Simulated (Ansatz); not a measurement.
## Li: two-dimensional strain map

Computed with DFT LDA, scalar-relativistic, plane waves, PAW in Ansatz. Cutoff 420 eV, Γ-centred 20×20×20 k-points, Gaussian smearing of 0.15 eV. No spin polarisation. Energies are free energies at this smearing, counted from the undisturbed cell; pressure is positive in compression.

Reference structure (as given, not relaxed at this level; it stands at -1.5 GPa):

```
Li
1.0
    -1.75000    1.75000    1.75000
     1.75000   -1.75000    1.75000
     1.75000    1.75000   -1.75000
Li
1
Direct
  0.00000 0.00000 0.00000
```

The cell is strained by p along both x and y and by q along z, fractional coordinates fixed. Points are written (p, q).

Energy above the undisturbed cell in meV/atom (a dash: not computed):

| p \ q | -0.080 | 0.000 | 0.080 |
| --- | --- | --- | --- |
| -0.080 | 3.7 | -10.6 | -11.8 |
| 0.000 | -10.5 | 0.0 | 19.5 |
| 0.080 | 22.0 | 47.6 | – |

Pressure in GPa:

| p \ q | -0.080 | 0.000 | 0.080 |
| --- | --- | --- | --- |
| -0.080 | 2.4 | 0.7 | -0.5 |
| 0.000 | -0.5 | -1.5 | -2.1 |
| 0.080 | -2.1 | -2.6 | – |

Cost: 8 runs of about 0.83 core-minutes in all, on Arm Neoverse N1 (shared hosts).